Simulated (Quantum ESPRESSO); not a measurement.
# Where does O sit best among Se sites?

The results below are calculated, not measured. They come from pw.x of Quantum ESPRESSO 7.5, a plane-wave density functional program, with PseudoDojo standard norm-conserving files (v0.5 for PBE, v0.4.1 for LDA and PBEsol). The cells are made up: elements, strain and atom displacements were drawn at random, and nothing was relaxed. There is no spin polarisation, spin-orbit coupling or dispersion term.

The cell has 8 sites of a wurtzite lattice (rectangular cell). Sites 1 to 4 hold Mg Mg Mg Mg; sites 5 to 8 hold X X X X. Cell vectors in Å: (3.965, 0.051, 0.029); (0.089, 6.868, -0.102); (0.047, -0.097, 6.535). Settings: PBE, cutoff 1170 eV, 5 x 4 x 4 k mesh shifted by half a step, Fermi-Dirac smearing of 0.025 eV.

In each run one of the sites marked X holds O and the others hold Se; cell and positions stay the same. E is the free energy of the cell.

```
site of the guest  first shell  mean distance (Å)  E above the lowest (eV)  P (GPa)  force on the guest (eV/Å)
                5          Mg4              2.445                    0.461     4.60                      0.360
                6          Mg4              2.467                    0.727     5.08                      0.394
                7          Mg4              2.440                    0.383     4.48                      0.305
                8          Mg4              2.399                    0.000     3.78                      0.308
```

A rerun of one of these cells at 1467 eV and k mesh 7 x 6 x 6 moved values by no more than 0.002 eV in the cell's energy, 0.04 GPa in stress and 0.007 eV/Å in force.

## Reading the table

Site 8 is lowest, by 0.383 eV, over three times the rerun's bound. A straight line of energy against the mean distance has a slope of 10.5 ± 0.7 eV/Å, so the guest costs less on the tighter sites. The positions are random and not relaxed, so the differences hold for this frozen cell and are not site preferences of a real crystal.